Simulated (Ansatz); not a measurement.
What DFT gives for BaGe₃Rh

```
Ba Rh Ge
1.0
     0.00000    4.54811    0.00000
     4.54811    0.00000    0.00000
     2.27405    2.27405   -5.09968
Ba Rh Ge
1 1 3
Cartesian
  0.0000 0.0000 0.0000
  4.5481 4.5481 -3.5912
  2.2741 2.2741 -1.0159
  2.2741 4.5481 -2.5121
  4.5481 2.2741 -2.5121
```

Method: LDA, spin-orbit coupling; PAW, plane waves to 420 eV, 6×6×6 Γ-centred mesh, methfessel-paxton occupations (width 0.1718 eV) (Ansatz 0.2.0), atoms fixed.

The state carries no moments; the state need not be the lowest.

Q: What happens at the Fermi level?

A: It is a metal, with about 2.4 states/eV a cell as the mean within 0.25 eV of the Fermi level, mostly Ge p (55 %) and Rh d (25 %).

Q: Give the Bader charges.

A: Bader charges in e: Ba +1.13, Ge -0.26 to -0.05, Rh -0.77. In the mean Ba gives up most and Rh takes most.

Q: Is it stable against the elements?

A: -0.63 eV an atom against the elements' usual phases (free molecules for gases, crystals otherwise, with no correction for O₂ or N₂), so it is bound against them; other compounds may still compete. Relaxing would lower it.

Q: Which atom feels the largest force, and which way?

A: The largest is on Ge3: 0.60 eV/Å, components (0.00, 0.00, 0.60). It makes 0° with the line to a nearest neighbour, Rh2 at 2.52 Å, pointing towards it.

Origin: a known structure type with other elements, at an estimated volume, so it need not be a known compound. Caveats: wide smearing; the SCF threshold is loose for a stress.
